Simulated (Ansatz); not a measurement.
## Ionic part of the dielectric constant of NaI, mode by mode

All numbers below come from Ansatz, DFT LDA, scalar-relativistic, plane waves, PAW. Cutoff 420 eV, 6×6×6 k-points (Γ-centred), fixed occupations. No spin polarisation. Phonons by linear response, acoustic sum rule imposed.

It takes space group Fm-3m (No. 225, cubic). The conventional cell has a = 6.281 Å, b = 6.281 Å, c = 6.281 Å, α = 90.00°, β = 90.00°, γ = 90.00°. Around Na (site symmetry m-3m) lie 6 I at 3.14 Å. Around I (site symmetry m-3m) lie 6 Na at 3.14 Å.

The cell is the ideal cubic rocksalt prototype. Spin–orbit coupling is left out, which matters for heavy elements.

The primitive cell has V = 61.95 Å³ and ε∞,zz = 3.611. Each polar mode adds Δε = (4.92064×10⁷/V)·S/ν² along z, with S its oscillator strength in e²/amu, ν in cm⁻¹ and V in Å³.

Task: From these modes, find each Δε and ε0,zz.
```tsv
ν (cm⁻¹)	S_zz (e²/amu)
127.4	0.07026
```

Result:
```
ν (cm⁻¹)    Δε
   127.4  3.44
```

The sum is 3.437, so ε0,zz = 7.05; the run's tensor has 7.05.

Task: Where do the longitudinal modes lie for a wave vector along z?

Result: At 178 cm⁻¹. The Lyddane–Sachs–Teller product Π(ν_LO/ν_TO)² = 1.95 matches ε0/ε∞ = 1.95.